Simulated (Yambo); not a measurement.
Yambo run on Rb2PtC2 (space group P-3m1, No. 164). The wavefunctions come from this Quantum ESPRESSO step (PBEsol, PseudoDojo standard norm-conserving files, scalar-relativistic):

```
&CONTROL
  calculation = 'nscf'
  pseudo_dir = './pseudo'
  outdir = './out'
/
&SYSTEM
  ibrav = 0
  nat = 5
  ntyp = 3
  ecutwfc = 84.0
  ecutrho = 336.0
  occupations = 'fixed'
  force_symmorphic = .true.
  nbnd = 242
/
&ELECTRONS
  conv_thr = 5e-09
  diago_full_acc = .true.
  diago_thr_init = 1e-08
/
ATOMIC_SPECIES
C 12.0110 C.upf
Rb 85.4678 Rb.upf
Pt 195.0840 Pt.upf
CELL_PARAMETERS angstrom
  5.405889970000   0.000000000000   0.000000000000
 -2.702944985000   4.681638044000   0.000000000000
  0.000000000000   0.000000000000   5.200800000000
ATOMIC_POSITIONS crystal
C   0.000000000000   0.000000000000   0.622060000000
C   0.000000000000   0.000000000000   0.377940000000
Rb   0.333333333000   0.666666667000   0.280900000000
Rb   0.666666667000   0.333333333000   0.719100000000
Pt   0.000000000000   0.000000000000   0.000000000000
K_POINTS automatic
3 3 2 0 0 0
```

Yambo input:

```
rim_cut
gw0
dyson
el_el_corr
HF_and_locXC
ppa
em1d
RandQpts= 1000000
RandGvec= 1 Ry
EXXRLvcs= 84 Ry
VXCRLvcs= 336 Ry
Chimod= "HARTREE"
% BndsRnXp
 5 | 241 |
%
NGsBlkXp= 8 Ry
% LongDrXp
 1.0 | 1.0 | 1.0 |
%
PPAPntXp= 27.2114 eV
% GbndRnge
 1 | 241 |
%
GTermKind= "BG"
DysSolver= "n"
ExtendOut
% QPkrange
 1 | 1 | 22 | 23 |
 2 | 2 | 22 | 23 |
 4 | 4 | 22 | 23 |
 5 | 5 | 22 | 23 |
 6 | 6 | 22 | 23 |
%
```

k points by index: 1 = Γ, 2 = A, 4 = (0, 0.333, -0.5), 5 = K, 6 = H.

The o-*.qp file then holds:

```
#    K-point    Band    Eo [eV]    E [eV]    E-Eo [eV]    Vxc [eV]    Vnlxc [eV]    Sc|Eo [eV]    Sc|E [eV]    dSc/dw|Eo [eV]    Re(Z)    Im(Z)
#
    1    22    -1.424237    -2.066469    -0.642232    -19.30260    -24.08639    3.942527    4.141554    -8.430153    0.763470    -0.001832
    1    23    3.284193    3.514534    0.230341    -9.414554    -5.579084    -3.556471    -3.605128    -5.745158    0.825673    -0.001230
    2    22    0.000000    -0.489743    -0.489743    -18.28791    -21.54220    2.624464    2.764549    -7.781475    0.777624    -0.001550
    2    23    1.742471    2.277391    0.534920    -10.22630    -6.282605    -3.282575    -3.408771    -6.418235    0.809147    -0.001406
    4    22    -0.776469E-3    -0.493491    -0.492715    -18.25798    -21.50495    2.613858    2.754258    -7.751957    0.778280    -0.001543
    4    23    1.241554    1.586952    0.345398    -9.575794    -6.057072    -3.094443    -3.173325    -6.212629    0.814124    -0.001381
    5    22    -1.466893    -2.108307    -0.641415    -18.99027    -23.70315    3.872997    4.071457    -8.416655    0.763758    -0.001984
    5    23    2.318594    2.514211    0.195617    -8.176694    -4.583774    -3.356351    -3.397304    -5.693104    0.826979    -0.001376
    6    22    -0.044573    -0.528146    -0.483573    -17.93278    -21.10879    2.555484    2.692433    -7.704297    0.779343    -0.001543
    6    23    1.508886    1.880401    0.371514    -10.01363    -6.483849    -3.071821    -3.158266    -6.329835    0.811279    -0.001404
```
(The two width columns are left out.) Convergence of these settings isn't established.

Spin-orbit coupling is not included.

Geometry of the Materials Project entry, not relaxed at this level.
